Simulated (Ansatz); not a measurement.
Here is the system:

Zn3N2:
```
CELL_PARAMETERS angstrom
      3.31954     0.00000     0.00000
     -1.65977     2.87481     0.00000
      0.00000     0.00000    11.65642
ATOMIC_POSITIONS crystal
  Zn 0.33333 0.66667 0.07880
  Zn 0.66667 0.33333 0.92120
  Zn 0.66667 0.33333 0.57880
  Zn 0.33333 0.66667 0.42120
  Zn 0.00000 0.00000 0.25000
  Zn 0.00000 0.00000 0.75000
  N  0.33333 0.66667 0.25000
  N  0.66667 0.33333 0.75000
  N  0.00000 0.00000 0.00000
  N  0.00000 0.00000 0.50000
```

This is the LDA-relaxed structure. Tensor components refer to the Cartesian frame of this cell.

Task: All from LDA (plane waves, PAW; program Ansatz), unless another level is named. Predict the Hill bulk and shear moduli.

Result: 166 and 65.3 GPa.

Task: Give the elastic constants (relaxed ions, GPa).

Result: C11 = 272, C12 = 152, C13 = 98.3, C33 = 264, C44 = 59.8.

Space group P6_3/mmc. The first step of the workflow began from a Materials Project structure, measured or hypothetical; the Crystallography Open Database copy checked does not list it. Its standing as an ambient phase is unchecked. The LDA relaxation kept the symmetry of its start; of distortions, only those at the zone centre were tested. As this level gives no gap, shear constants depend on the k-mesh and smearing (Fermi–Dirac, 0.1 eV here).

Potentials: the later of the program's two PAW sets.
